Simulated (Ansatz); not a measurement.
Input and command of a plane-wave DFT calculation in Ansatz:

```yaml
crystal:
  lattice:
    - [5.1986177381, 0.0, 0.0]
    - [0.0, 2.5472614594, 0.0]
    - [0.0, 0.0, 6.1844569086]
  atoms:
    - { symbol: Si, position: [0.118, 0.25, 0.87] }
    - { symbol: Si, position: [0.882, 0.75, 0.13] }
    - { symbol: Si, position: [0.618, 0.25, 0.63] }
    - { symbol: Si, position: [0.382, 0.75, 0.37] }
    - { symbol: C, position: [0.835, 0.25, 0.94] }
    - { symbol: C, position: [0.165, 0.75, 0.06] }
    - { symbol: C, position: [0.335, 0.25, 0.56] }
    - { symbol: C, position: [0.665, 0.75, 0.44] }
    - { symbol: "N", position: [0.515, 0.25, 0.175] }
    - { symbol: "N", position: [0.485, 0.75, 0.825] }
    - { symbol: "N", position: [0.015, 0.25, 0.325] }
    - { symbol: "N", position: [0.985, 0.75, 0.675] }
basis:
  ecutwfc: 420
kpoints:
  mp_grid: { grid: [4, 8, 4] }
hamiltonian:
  xc: pbe
scf:
  occupations: { method: gaussian, width: 0.1 }
  lower_state_search: "off"
output:
  forces: true
  stress: true
  eigenvalues: true
```

```bash
ansatz run input.yaml --threads 1 --pin off --max-ram 2560MiB --backend cpu --events-out ev --progress --plain --runs-dir out
```

Processor: Arm Neoverse V2, 1 thread, on a host shared with other jobs.

Task: Estimate time, memory and problem size.

Result: About 8.4 s on 1 thread of Arm Neoverse V2, on a shared host, peak memory 0.38 GiB. It solves 38 bands at 45 k points (the mesh reduced by the symmetry that the task leaves, which can be less than the crystal's) with about 1609 plane waves, in 7 SCF iterations.
